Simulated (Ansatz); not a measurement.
**Phonons of ZnPt (P4/mmm)**

```xyz
2
Lattice="2.8344 0.0000 0.0000 0.0000 2.8344 0.0000 0.0000 0.0000 3.4739" Properties=species:S:1:pos:R:3 pbc="T T T"
Zn    1.4172    1.4172    1.7369
Pt    0.0000    0.0000    0.0000
```

Conventional cell: a = 2.834 Å, b = 2.834 Å, c = 3.474 Å, α = 90.00°, β = 90.00°, γ = 90.00°. Zn (atom 1) has 8 Pt at 2.65 Å and 4 Zn at 2.83 Å as nearest neighbours. Around Pt (atom 2) lie 8 Zn at 2.65 Å and 4 Pt at 2.83 Å.

Unless marked otherwise, the numbers come from PBEsol, PAW on Ansatz 0.2.0's default frozen-core files (fitted under PBE), scalar-relativistic. k mesh 14×14×12, Fermi-Dirac smearing of 0.080 eV, cutoff 420 eV. The cell was relaxed by PAW under this functional.

Atoms are displaced by 0.0025 Å in the smallest supercells that hold the wave vectors of a 2×2×2 mesh. Negative values stand for unstable modes.

(1) What are the phonon energies at the solved wave vectors, in meV?

(2) Is the structure dynamically stable at these wave vectors?

(3) How do the optical zone-centre modes decompose, and which are active?

(4) The cell is scaled evenly to 27.351 and 28.467 Å³ (from 27.909), with free atoms relaxed and the shape held, so these aren't the values under hydrostatic pressure. What are the mode Grüneisen parameters γ = −d ln ω/d ln V?

## Answers

(1) 

| q | point | modes (meV) |
| --- | --- | --- |
| 0.000 0.000 0.000 | Gamma | 19.86 (×2), 25.51 |
| 0.500 0.000 0.000 | X | 10.51, 11.53, 17.88, 19.81, 22.70, 26.31 |
| 0.500 0.500 0.000 | M | 12.68, 14.03 (×2), 20.90, 26.36 (×2) |
| 0.000 0.000 0.500 | Z | 9.39 (×2), 14.12, 18.16 (×2), 27.45 |
| 0.500 0.000 0.500 | R | 5.93, 11.02, 11.40, 16.95, 26.41, 27.66 |
| 0.500 0.500 0.500 | A | 11.55, 18.92 (×2), 23.55 (×2), 23.60 |

(2) Yes, no mode is unstable there; wave vectors off this mesh aren't tested.

(3) Point group 4/mmm: Γ_opt = Eu + A2u.

```csv
label,meV,activity,mostly
Eu,19.86,IR,Zn (75 %)
A2u,25.51,IR,Zn (75 %)
```

In a metal the activity is that of symmetry alone; free carriers screen the infrared modes.

(4) For the highest mode, 234.8 cm⁻¹ in the small cell and 211.9 in the large one give γ ≈ 2.57. From the change of the dynamical matrix on each mode:

| point | cm⁻¹ | γ |
| --- | --- | --- |
| Gamma | 160.2 | 2.67 |
| Gamma | 205.7 | 2.73 |
| X | 84.8 | 2.09 |
| X | 93.0 | 2.96 |
| X | 144.2 | 2.41 |
| X | 159.8 | 2.58 |
| X | 183.1 | 2.56 |
| X | 212.2 | 1.91 |
| M | 102.2 | 2.29 |
| M | 113.2 | 2.18 |
| M | 168.5 | 2.79 |
| M | 212.6 | 2.46 |
| Z | 75.8 | 2.96 |
| Z | 113.9 | 2.45 |
| Z | 146.5 | 2.42 |
| Z | 221.4 | 2.03 |
| R | 47.8 | -1.56 |
| R | 88.9 | 2.17 |
| R | 91.9 | 2.85 |
| R | 136.7 | 2.61 |
| R | 213.1 | 2.48 |
| R | 223.1 | 2.57 |
| A | 93.1 | 2.88 |
| A | 152.6 | 2.71 |
| A | 190.0 | 2.13 |
| A | 190.3 | 2.39 |

Weighted by the modes' heat capacities at 300 K, the mean on this mesh is 2.30; it moves with the q mesh, and a coarse one overweights the zone boundary. Rows under −0.05 (1 here) are modes that soften under compression and pull towards negative thermal expansion.

Known limits: frozen-core PAW files fitted under PBE, their cores solved anew for the functional of the run; responses of metals move with mesh and smearing; no spin-orbit coupling on heavy atoms.
